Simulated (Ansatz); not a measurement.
Input file for Ansatz (an electronic-structure program):

Ansatz 0.2 input:
```yaml
crystal:
  lattice:
    - [2.1168408997, -5.2273396412, 0.0]
    - [2.1168408997, 5.2273396412, 0.0]
    - [0.0, 0.0, 3.8079400194]
  atoms:
    - { symbol: Y, position: [0.1403787428, 0.8596212572, 0.75] }
    - { symbol: Y, position: [0.8596212572, 0.1403787428, 0.25] }
    - { symbol: Si, position: [0.4236789818, 0.5763210182, 0.75] }
    - { symbol: Si, position: [0.5763210182, 0.4236789818, 0.25] }
kpoints:
  mp_grid: { grid: [11, 11, 11] }
hamiltonian:
  xc: pbesol
  pseudopotentials: { kind: paw }
scf:
  occupations: { method: fermi_dirac, width: 0.1 }
phonons:
  method: dfpt
  response_accuracy: low
  eigenvectors: true
  rigid_motions: translations
```

Output (shortened):

```
zone centre: on kpoints.mp_grid the ground state, and the responses unless they are solved on pairs of k-points, stand on 216 of the mesh's 1331 k-points, …
Pseudopotentials: kind: paw
Pseudopotential: Y, paw, valence charge 11
Pseudopotential: Si, paw, valence charge 4
Functional definition: PBEsol
Crystal: 4 atoms, lattice volume = 84.273 Å³
Basis set: ecut = 420 eV, 1671 PW (Γ), exchange–correlation on 80×80×60 points (8 copies of the dense FFT grid, shifted against one another)
Bands: 19, of which v1, the nominal top of the filled ones, is band 15 counted from 1 (14 counted from 0)
Symmetry: 8 space group operations
k-points: 216 of 1331 (irreducible under 4 space group operations, time reversal used)
PAW frozen core: Y, regenerated for the run's functional, and the local potential with it
PAW frozen core: Si, regenerated for the run's functional, and the local potential with it
Initial wavefunctions: pseudopotential atomic-orbital guess
Eigensolver: davidson
Functional: x = pbesol(κ = 0.804, μ = 0.12345679012345678), c = pbesol(β = 0.046)
SCF iter   1: F=—  HF=-8836.886534 eV  |F-HF|=—  |Δ(HF+E_count)|=         —  Δρ=2.91e-3  dr2=1.01e-2  ethr=1.77e-3  ⟨swp⟩=5.5  Hψ=20837  notcnv=0
all-band conjugate gradients solve this SCF's bands
preconditioner: auto → Kerker (q_TF=auto, 2.297 Å⁻¹)
SCF iter   2: F=—  HF=-8836.884106 eV  |F-HF|=—  |Δ(HF+E_count)|=   2.43e-3  Δρ=1.68e-3  dr2=3.40e-3  ethr=3.38e-5  ⟨swp⟩=2.0  Hψ=7577  notcnv=0
SCF iter   3: F=—  HF=-8836.883540 eV  |F-HF|=—  |Δ(HF+E_count)|=   5.66e-4  Δρ=2.34e-4  dr2=9.39e-5  ethr=1.13e-5  ⟨swp⟩=2.0  Hψ=5308  notcnv=0
SCF iter   4: F=—  HF=-8836.883520 eV  |F-HF|=—  |Δ(HF+E_count)|=   2.03e-5  Δρ=7.47e-5  dr2=8.19e-6  ethr=3.13e-7  ⟨swp⟩=2.6  Hψ=6376  notcnv=0
SCF iter   5: F=—  HF=-8836.883517 eV  |F-HF|=—  |Δ(HF+E_count)|=   2.31e-6  Δρ=1.44e-5  dr2=2.23e-7  ethr=2.73e-8  ⟨swp⟩=2.3  Hψ=5876  notcnv=0
SCF iter   6: F=—  HF=-8836.883518 eV  |F-HF|=—  |Δ(HF+E_count)|=   1.62e-7  Δρ=2.15e-6  dr2=3.13e-9  ethr=7.44e-10  ⟨swp⟩=2.3  Hψ=6087  notcnv=0
SCF iter   7: F=—  HF=-8836.883518 eV  |F-HF|=—  |Δ(HF+E_count)|=  5.62e-10  Δρ=4.85e-7  dr2=1.75e-10  ethr=1.04e-11  ⟨swp⟩=2.7  Hψ=7512  notcnv=0
SCF iter   8: F=—  HF=-8836.883518 eV  |F-HF|=—  |Δ(HF+E_count)|=  7.28e-12  Δρ=1.23e-7  dr2=1.39e-11  ethr=1.00e-12  ⟨swp⟩=5.5  Hψ=16993  notcnv=0
SCF iter   9: F=-8836.883518 eV  HF=-8836.883518 eV  |F-HF|=1.82e-12  |Δ(HF+E_count)|=  1.82e-12  Δρ=2.22e-8  dr2=5.35e-13  ethr=1.00e-12  ⟨swp⟩=5.0  Hψ=15883  notcnv=0
SCF 1 converged in 9 iterations: F = -8836.883518 eV  dr2 = 5.35e-13
DFPT response loops at Γ: preconditioner auto → Kerker (q_TF=auto, 2.297 Å⁻¹) (partly filled bands, converged f_vac=0.000) …
SCF converged after 9 iterations
Free energy (F): -8836.883518 eV
Harris-Foulkes:  -8836.883518 eV  (|F-HF|=1.82e-12)
Internal energy: -8836.812866 eV  (E = F + TS)
E sigma→0 (E₀):  -8836.848192 eV
Entropy (-TS):   -0.070652 eV (-17.663 meV/atom)
Fermi energy:    10.700339 eV
--- Per-component energies (eV) ---
  E_band       = -163.786237
  E_kinetic    = 696.343812
  E_local      = -1168.110139  (includes V_loc(G=0)·N_el)
  E_nonlocal   = 154.287266
  E_hartree    = 381.427146
  E_xc         = -456.660797
  E_vxc        = -495.141371  (∫ρ·V_xc dr)
  E_paw        = -6544.662408  (= ΣΔE_a)
  E_vpaw       = -114.020111  (= ΣTr[D̂ρ^β])
  E_aug_tail   = 0.000016  (compensation charges beyond the density's cutoff)
  E_ewald      = -1899.798429
  E_core_change = 0.360667  (= ΣΔE_core)
  E_smearing   = -0.070652  (= −TS)
  E_closure    = 0.000000  (closes the sum)
  Σ components = -8836.883518   (vs F -8836.883518, Δ=0.00e0)
  [band-id]    e_kinetic+e_local+e_nonlocal+2·e_hartree+e_vxc+e_vpaw+e_augmentation_tail = -163.786235   (vs E_band -163.786237, Δ=2.11e-6)
--- Band table (eV; the first three rows and the last of 216) ---
  k-point 0: bands = ["-31.2858", "-31.2166", "-11.6076", "-11.4007", "-11.3341", "-11.3177", "-11.1507", "-11.1362", "0.2688", "4.7083", "7.9245", "8.4026", "9.0942", "9.3918", "10.9461", "11.5149", "12.4870", "13.3338", "13.3545"]
  k-point 1: bands = ["-31.2835", "-31.2171", "-11.5971", "-11.3970", "-11.3468", "-11.3173", "-11.1585", "-11.1576", "0.3591", "4.7453", "8.0004", "8.2589", "8.3890", "10.0878", "10.8814", "11.0925", "12.3356", "13.3503", "13.4024"]
  k-point 2: bands = ["-31.2771", "-31.2188", "-11.5666", "-11.3866", "-11.3797", "-11.3167", "-11.2156", "-11.1815", "0.6255", "4.7898", "7.3404", "8.2084", "8.3577", "10.3605", "10.5820", "10.6817", "12.1078", "12.9675", "13.3797"]
  k-point 215: bands = ["-31.2408", "-31.2393", "-11.6235", "-11.6114", "-11.3490", "-11.3204", "-11.1894", "-11.1777", "2.6046", "3.3828", "6.5071", "7.2322", "8.9573", "9.1751", "10.4299", "10.8080", "12.0935", "12.6225", "12.7117"]
  band table: 19 of 19 bands, residual norms ≤ 1.0e-3 eV
--- Phonons (Γ-DFPT): 6 representative perturbations + reference, on 216 of 1331 k-points (Σ response iterations 18) ---
  k mesh reduced under 4 symmetry operations, with k and −k counted as one. Each operation leaves every solved displacement unchanged or reverses it
  ASR residual: 1.124e-4 → 0.000e0 eV/Å²; symmetrization residual: 2.593e-5 eV/Å²
  ASR residual per site (eV/Å²): 1.12e-4 1.12e-4 3.95e-5 3.95e-5
  Γ frequencies (cm⁻¹): 0.00 0.00 0.00 152.46 156.43 171.04 234.27 254.18 285.61 294.93 338.07 348.90
  non-analytic LO–TO correction: not included (Born effective charges unavailable; polar crystals: no LO–TO splitting at Γ)
```

Cost: about 3.0 core-minutes (a rough figure) on shared cores.

Space group Cmcm. The workflow started from a Materials Project entry (that database holds measured and hypothetical structures alike); the Crystallography Open Database copy checked does not list it. Whether it is the stable phase at ambient conditions was not checked. The cell was relaxed with PBEsol under the symmetry of its start; whether a distortion lowers the energy is not shown. The run is not spin-polarised. As this level gives no gap, phonon frequencies hold no LO–TO term and depend on the k-mesh and smearing (Fermi–Dirac, 0.1 eV here). Spin–orbit coupling is left out wherever it is not named.

Potentials: the later of the program's two PAW sets.

Ansatz is a plane-wave DFT program.
